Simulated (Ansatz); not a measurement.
**Electric field gradients in Si3O**

Method: DFT PBEsol, scalar-relativistic, plane waves, PAW (Ansatz). Plane waves to 420 eV; Γ-centred k mesh 6×6×10; Fermi-Dirac smearing of 0.15 eV. No spin polarisation.

Equilibrium structure at this level:
```
Si O
1.0
     6.04417    0.00000    0.00000
    -3.02208    5.23440    0.00000
     0.00000    0.00000    3.42818
Si O
6 2
Direct
  0.34672 0.00000 0.00000
  0.34672 0.34672 0.50000
  0.00000 0.34672 0.00000
  0.65328 0.00000 0.50000
  0.65328 0.65328 0.00000
  0.00000 0.65328 0.50000
  0.33333 0.66667 0.25000
  0.66667 0.33333 0.75000
```

The cell was built by swapping an element in a database structure (itself possibly hypothetical) and relaxing; it need not be the stable form of this composition. In a metal these results depend on the k mesh and the smearing. Spin polarisation was left out, and a magnetic state may lie lower. A semilocal functional can close a gap that the real compound has.

Question: Give V_zz (10²¹ V/m²) and the asymmetry η at each distinct site.

Answer:
```tsv
atom	V_zz	η
Si (atom 1)	5.87	0.57
O (atom 7)	-4.91	0.00
```

Cost: 1 run of about 0.33 core-minutes, on Intel Xeon Processor @ 2.50GHz (Skylake/Cascade Lake) (shared hosts).